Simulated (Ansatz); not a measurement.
CuPd:
```cif
data_CuPd
_chemical_formula_sum 'Cu1 Pd1'
_space_group_name_H-M_alt 'Pm-3m'
_space_group_IT_number 221
_space_group_name_Hall '-P 4 2 3'
_cell_length_a 2.97975
_cell_length_b 2.97975
_cell_length_c 2.97975
_cell_angle_alpha 90.000
_cell_angle_beta 90.000
_cell_angle_gamma 90.000
loop_
_atom_site_label
_atom_site_type_symbol
_atom_site_symmetry_multiplicity
_atom_site_Wyckoff_symbol
_atom_site_fract_x
_atom_site_fract_y
_atom_site_fract_z
_atom_site_occupancy
Cu1 Cu 1 a 0.00000 0.00000 0.00000 1
Pd1 Pd 1 b 0.50000 0.50000 0.50000 1
```

This is the r²SCAN-relaxed structure.

### Question
All from r²SCAN (plane waves, PAW; program Ansatz), unless another level is named. Predict the formation energy from the elements (no fitted shifts).

### Answer
-0.13 eV/atom.

### Question
What about the density of states at the Fermi level?

### Answer
0.49 states/eV per atom (mean over ±0.08 eV).

The first step of the workflow began from a Materials Project structure, measured or hypothetical; the Crystallography Open Database files this formula in space group No. 221, but the cells were not matched. Its standing as an ambient phase is unchecked. The cell was relaxed with r²SCAN under the symmetry of its start; its stability against distortions is not shown here. The run is not spin-polarised. The references are the lowest solids computed at this level, not always the standard phases. Scalar-relativistic: spin–orbit coupling is off unless named, which matters more the heavier the elements.

Potentials: the later of the program's two PAW sets.
